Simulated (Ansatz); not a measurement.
GaP:
```cif
data_GaP
_chemical_formula_sum 'P1 Ga1'
_space_group_name_H-M_alt 'P 1'
_space_group_IT_number 1
_cell_length_a 3.81214
_cell_length_b 3.81214
_cell_length_c 3.81214
_cell_angle_alpha 60.000
_cell_angle_beta 60.000
_cell_angle_gamma 60.000
loop_
_space_group_symop_operation_xyz
  'x, y, z'
loop_
_atom_site_label
_atom_site_type_symbol
_atom_site_fract_x
_atom_site_fract_y
_atom_site_fract_z
_atom_site_occupancy
P1 P 0.75000 0.75000 0.75000 1
Ga1 Ga 0.00000 0.00000 0.00000 1
```

Relaxed with LDA.

### Question
Give the optical modes at the zone centre with their infrared and Raman activity from DFPT, LDA in the plane-wave PAW code Ansatz.

### Answer
Transverse frequencies, without the LO–TO term; a row sums one degenerate level.

| ω (cm⁻¹) | degeneracy | IR ((D/Å)²/amu) | Raman (Å⁴/amu) | activity | symmetry |
|---|---|---|---|---|---|
| 365 | 3 | 13.53 | 260 | IR+Raman | T2 |

### Question
How high does the top mode go among those that the LO–TO term moves?

### Answer
395 cm⁻¹ for q along x.

Space group F-43m (zinc blende). Symmetry was held in the LDA relaxation; phonons on a q-mesh show no instability. Scalar-relativistic: spin–orbit coupling is off unless named, which matters more the heavier the elements.

Potentials: the later of the program's two PAW sets.
